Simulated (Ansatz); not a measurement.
Data:

MgO:
```
CELL_PARAMETERS angstrom
      2.63341     0.00000     0.00000
      0.00000     2.63341     0.00000
      0.00000     0.00000     2.63341
ATOMIC_POSITIONS crystal
  Mg 0.00000 0.00000 0.00000
  O  0.50000 0.50000 0.50000
```

This is the PBEsol-relaxed structure.

Problem. All from DFT-PBEsol in the program Ansatz with PAW potentials, unless another level is named. Predict the highest zone-centre frequency (without LO–TO term).

Solution. 126 cm⁻¹.

Problem. What about the bulk modulus (Birch–Murnaghan fit)?

Solution. 147 GPa.

Space group Pm-3m (CsCl type). This is a known high-pressure phase of the composition, computed here at zero pressure and temperature. The cell was relaxed with PBEsol under the symmetry of its start. At this level the phase is dynamically unstable (imaginary phonons).

Potentials: the later of the program's two PAW sets.
